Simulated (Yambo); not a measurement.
G0W0@PBEsol for NaF (rock salt, space group Fm-3m, No. 225) in Yambo. Reference settings: 6×6×6 Γ-centred k mesh, bands 2 to 93 and a 14 Ry block in the screening, 93 bands in G with the Bruneval-Gonze terminator, plasmon pole fitted at 27.2 eV. The PBEsol gap Γ → Γ on this mesh is 6.22 eV; G0W0 gaps are taken between the same points.

The settings were changed. The gap went from 10.75 eV to 10.74 eV, and the shift of the valence edge from -3.02 eV to -2.85 eV.

Question: Name the change that produced these shifts.
A) no terminator
B) 33 bands in G, no terminator
C) wavefunctions cut at 25 Ry
D) 33 bands in G

Answer: C, wavefunctions cut at 25 Ry. The others gave (gap, valence shift): no terminator: 10.60, -2.81 eV; 33 bands in G: 10.83, -3.11 eV; 33 bands in G, no terminator: 10.31, -2.41 eV.

Geometry relaxed with PBEsol; primitive cell a = b = c = 3.2720 Å, α = β = γ = 60.00°.

A shift is the quasiparticle energy of the state minus its PBEsol energy.
